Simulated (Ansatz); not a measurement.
## Computed properties of AlB₂P₃ (ordering on zincblende)

All numbers come from the PAW code Ansatz. The calculation is spin-unpolarised, and the structure need not be a phase that has been made.

Structure: AlB₂P₃, ordered on the zincblende lattice (P3m1) with 6 atoms a cell, at its r2SCAN minimum. It is trigonal, P3m1 (No. 156); conventional cell a = 3.408 Å, c = 8.615 Å, 14.45 Å³ an atom. B is surrounded by 4 P at 1.97–2.06 Å; B is surrounded by 4 P at 1.97–2.07 Å; Al is surrounded by 4 P at 2.23–2.37 Å; P is surrounded by 4 B at 1.97–2.06 Å; P is surrounded by 3 B at 2.07 Å and 1 Al at 2.37 Å; P is surrounded by 1 B at 1.97 Å and 3 Al at 2.23 Å.

```yaml
crystal:
  lattice:
    - [3.40833, 0.00000, 0.00000]
    - [-1.70416, 2.95170, 0.00000]
    - [0.00000, 0.00000, 8.61511]
  atoms:
    - { symbol: B, position: [0.00000, 0.00000, 0.98580] }
    - { symbol: B, position: [0.66667, 0.33333, 0.68571] }
    - { symbol: Al, position: [0.33333, 0.66667, 0.33703] }
    - { symbol: P, position: [0.66667, 0.33333, 0.91393] }
    - { symbol: P, position: [0.33333, 0.66667, 0.61267] }
    - { symbol: P, position: [0.00000, 0.00000, 0.21487] }
```

Relaxed lattice by functional, symmetry kept:

| functional | k mesh | a (Å) | c (Å) | volume (Å³/atom) |
| --- | --- | --- | --- | --- |
| PBE | 12×12×4 | 3.415 | 8.650 | 14.56 |
| r2SCAN | 12×12×4 | 3.408 | 8.615 | 14.45 |

On this one geometry the levels give:
```tsv
level	k mesh	gap (eV)	kind	edges	least direct gap (eV)
r2SCAN	12×12×4	0.51	indirect	Γ → (0, 0.477, 0.049)	1.79
HSE06	6×6×2	0.91	indirect	Γ → M	2.31
PBE0	6×6×2	1.59	indirect	Γ → M	3.01
```
Wave cutoffs: 420 eV, 500 eV (r2SCAN).
Points off the special ones are mesh points or PBE's searched band edges, reused at the other levels. PBE's own run along the path (0.26 eV) came before the search for the edges and missed one, so it isn't listed.

With HSE06 the valence top lies at Γ and the conduction bottom at M, 0.91 eV higher; the smallest vertical gap, at A–L (0.50 of the way from A), is 2.31 eV.

Among these functionals the gap stays indirect.

r2SCAN (ground state on 9×9×4): The electronic dielectric tensor ε∞ is 9.10 along x and y, 9.22 along z. Born charges, averaged over directions: B +0.19 to +0.45, Al +2.02, P -1.91 to -0.14 e.

The meshes of the hybrids are coarse, so their gaps aren't converged to the digits shown.
